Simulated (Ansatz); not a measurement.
A geometry of Hf away from equilibrium: step 2 of the relaxation of a generated cell, Hf placed in the AFLOW prototype A_cI16_220_c (as in Li). All values below come from r2SCAN (plane waves to 500 eV, PAW, scalar-relativistic; Ansatz, an electronic-structure program). Γ-centred k-mesh 7×7×7 on the run's cell (coarser than for final values), Fermi–Dirac smearing 0.05 eV.

```xyz
8
Lattice="-3.5752 3.5752 3.5752 3.5752 -3.5752 3.5752 3.5752 3.5752 -3.5752" Properties=species:S:1:pos:R:3:forces:R:3 pbc="T T T" free_energy=-125869.075 pressure_GPa=-0.6
Hf     1.5509     1.5509     1.5509    0.4672    0.4672    0.4672
Hf    -1.5509     2.0243     1.5509   -0.4672   -0.4672    0.4672
Hf     2.0243     1.5509    -1.5509   -0.4672    0.4672   -0.4672
Hf     1.5509    -1.5509     2.0243    0.4672   -0.4672   -0.4672
Hf     3.3385     3.3385     3.3385    0.4672    0.4672    0.4672
Hf     0.2367     3.8119    -0.2367   -0.4672   -0.4672    0.4672
Hf     3.8119    -0.2367     0.2367   -0.4672    0.4672   -0.4672
Hf    -0.2367     0.2367     3.8119    0.4672   -0.4672   -0.4672
```

Positions in Å, forces in eV/Å, free energy of the cell in eV (comparable only within this code, potentials and settings). Largest force: 0.81 eV/Å, on Hf1, Hf2, Hf3, Hf4, Hf5, Hf6, Hf7, Hf8 (atoms numbered as listed); the geometry lies 0.05 eV/atom above the end of its relaxation.

No spin polarisation in the result.

The run could not lose the symmetry of its start, so the end can be a saddle point.

The end of the path is a generated cell of Hf: the first start was made by placing the elements on the sites of a structure type, and the end was not matched to a known phase here, so it may be hypothetical. Known forms of Hf include space group No. 194.
